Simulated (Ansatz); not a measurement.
Y$_{2}$Ge in space group P4/nmm (No. 129; Y on 2a, Y on 2c, Ge on 2c) at seven volumes, the program Ansatz at the PBE level (PAW), shape and atoms relaxed at each. One row is withheld.

| V (Å³/atom) | P (GPa) |
|---|---|
| 23.496 | ? |
| 24.271 | 4.28 |
| 25.045 | 1.97 |
| 25.820 | 0.00 |
| 26.594 | -1.72 |
| 27.369 | -3.21 |
| 28.144 | -4.47 |

Task: Fit the shown pressures and predict the withheld one.

Result: P = (3/2)B₀(x^(7/2) − x^(5/2))[1 + (3/4)(B′ − 4)(x − 1)] with x = (V₀/V)^(2/3). Least squares on the six rows gives V₀ = 25.816 Å³/atom, B₀ = 61.4 GPa, B′ = 3.93. At V = 23.496, x = 1.0648 and P = 6.96 GPa. The run itself gave 7.00 GPa.

The cell is a constructed one: a structure type filled with these elements; neither database checked (COD, Materials Project) lists it. Whether it is the stable phase at ambient conditions was not checked. Symmetry was held in the PBE relaxation; whether a distortion lowers the energy is not shown. No spin polarisation was allowed.

Potentials: the later of the program's two PAW sets.
